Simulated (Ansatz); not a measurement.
AlNi (CsCl type), relaxed with LDA (Ansatz, a first-principles code, plane waves, PAW): a = 2.8326 Å, b = 2.8326 Å, c = 2.8326 Å, α = 90.00°, β = 90.00°, γ = 90.00°.

ΔH_f (eV/atom): -0.70
B₀ by P(V) fit (GPa): 186
K_Hill (GPa): 186
G_Hill (GPa): 83.6
highest Γ mode, no LO–TO term (cm⁻¹): 308
Θ_D (K): 541

Q: The same phase is relaxed and computed with PBE in the same code. What are the cell and these values now?

A: a = b = c = 2.893 Å, α = β = γ = 90.00°.

- ΔH_f (eV/atom) = -0.65
- B₀ by P(V) fit (GPa) = 159
- K_Hill (GPa) = 159
- G_Hill (GPa) = 71.7
- highest Γ mode, no LO–TO term (cm⁻¹) = 289
- Θ_D (K) = 506

All cells were relaxed under the symmetry of their starts (and spin orders); stability against distortions was not tested throughout. Rows with no word on spin ran without spin polarisation.

Potentials: the later of the program's two PAW sets.

Ansatz is a plane-wave DFT program.

Formation energies count from the lowest solids of the elements computed at the same level, not from gases.
